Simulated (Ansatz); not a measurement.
YN:
Space group P6₃/mmc (No. 194); a = 3.960 Å, b = 3.960 Å, c = 4.828 Å, α = 90.00°, β = 90.00°, γ = 120.00°

```
atom  site  symmetry       x       y       z
----  ----  --------  ------  ------  ------
Y       2d      -6m2  0.6667  0.3333  0.2500
N       2c      -6m2  0.3333  0.6667  0.2500
```

Relaxed at zero pressure with LDA (plane waves, PAW; program Ansatz).

The volume is lowered by 3 % and shape and atoms relax at that volume. What pressure results, and how do the axes share the change?

4.7 GPa; a -1.1 %, b -1.1 %, c -0.9 %; the energy rises by 7 meV/atom.

Give the new structure.


Space group P6₃/mmc (No. 194); a = 3.918 Å, b = 3.918 Å, c = 4.787 Å, α = 90.00°, β = 90.00°, γ = 120.00°

```json
[
 {"atom": "Y", "site": "2d", "symmetry": "-6m2", "x": "0.6667", "y": "0.3333", "z": "0.2500"},
 {"atom": "N", "site": "2c", "symmetry": "-6m2", "x": "0.3333", "y": "0.6667", "z": "0.2500"}
]
```

The phase is kept; no other phase was compared at this pressure.

Space group P6_3/mmc. The workflow started from a Materials Project entry (that database holds measured and hypothetical structures alike); the Crystallography Open Database copy checked does not list it. COD files the formula under space group No. 225. Whether it is the stable phase at ambient conditions was not checked. The cell was relaxed with LDA under the symmetry of its start; whether a distortion lowers the energy is not shown. The run is not spin-polarised.

Potentials: the later of the program's two PAW sets.
